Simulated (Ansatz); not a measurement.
SiGe:
```yaml
crystal:
  lattice:
    - [3.19720, 0.00000, 0.00000]
    - [0.00000, 3.19720, 0.00000]
    - [0.00000, 0.00000, 3.19720]
  atoms:
    - { symbol: Ge, position: [0.00000, 0.00000, 0.00000] }
    - { symbol: Si, position: [0.50000, 0.50000, 0.50000] }
```

Relaxed with PBEsol. Special points in fractions of this cell's reciprocal vectors: Γ (0.000, 0.000, 0.000); X (0.000, 0.500, 0.000); M (0.500, 0.500, 0.000); R (0.500, 0.500, 0.500).

List the band energies nearest the Fermi level at these points for the program Ansatz at the PBEsol level (PAW).

In eV from the Fermi level; about four levels below and three above (degenerate sets whole), none deeper than 8.9 eV; … stands for higher levels left out; points with the same levels are listed once.

```json
[
 {"k": "Γ", "below": "-0.75 -0.55 -0.55 -0.55", "above": "3.33 3.33 …"},
 {"k": "X", "below": "–", "above": "2.82 2.82 3.00 3.00"},
 {"k": "M", "below": "-7.75 -6.62 -6.05 -6.05", "above": "4.64 5.21 7.41 7.41"},
 {"k": "R", "below": "-2.58 -2.58 -2.58 -2.24 -2.24 -2.24", "above": "…"}
]
```

Space group Pm-3m (CsCl type). The cell is a constructed one: a structure type filled with these elements; neither database checked (COD, Materials Project) lists it. Its standing as an ambient phase is unchecked. The PBEsol relaxation kept the symmetry of its start. At this level the phase is mechanically unstable. Spin–orbit coupling is left out wherever it is not named.

Potentials: the later of the program's two PAW sets.
